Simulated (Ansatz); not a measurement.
**Cu: strain energy, fitted**

Cu, P6_3/mmc, a = 2.521 Å, c = 4.117 Å. This isn't the element's structure at ambient conditions. Ansatz: PBEsol, PAW, 420 eV, Γ-centred 24×24×12 mesh on 2 atoms, Gaussian smearing 0.10 eV; no spin polarisation. Series: strain along c alone, the other axes held, atoms fixed by symmetry; x is the strain in per cent. y is the free energy over the unstrained cell, V0 = 11.325 Å³/atom.

```tsv
x (%)	y (meV/atom)
-6.0	?
-4.0	20.20
-2.0	5.13
0.0	0.00
2.0	3.44
4.0	14.17
6.0	30.95
```

Q: Fit y = c2 x² + c3 x³ to the other rows, turn c2 into a modulus, and predict the missing energy.

A: Least squares on the rows shown. y = 1.0935 x² − 0.040329 x³. In eV per unit strain² c2 is 10.93; this is C33 with relaxed ions (E = ½ C33 V0 ε²): 2 × 10.93 × 160.2 / (11.325) = 309 GPa. The unstrained cell keeps some stress along the strain, worth a slope of -0.31 meV/atom per %, which the form leaves out. With a term in x⁴ added, the coefficient of x² becomes 1.024, 6 % less, which shows how far this figure hangs on the form. At x = -6.0 the fit asked for gives 48.08 meV/atom. The run gave 46.76 meV/atom, so the fit is 1.32 meV/atom too high, 2.8 % of the span of the series, against an rms of 0.49 meV/atom on the fitted rows. The row lies outside the fitted range. With a term in x⁴ added, a fit to the same known rows predicts 51.47 meV/atom, further off still.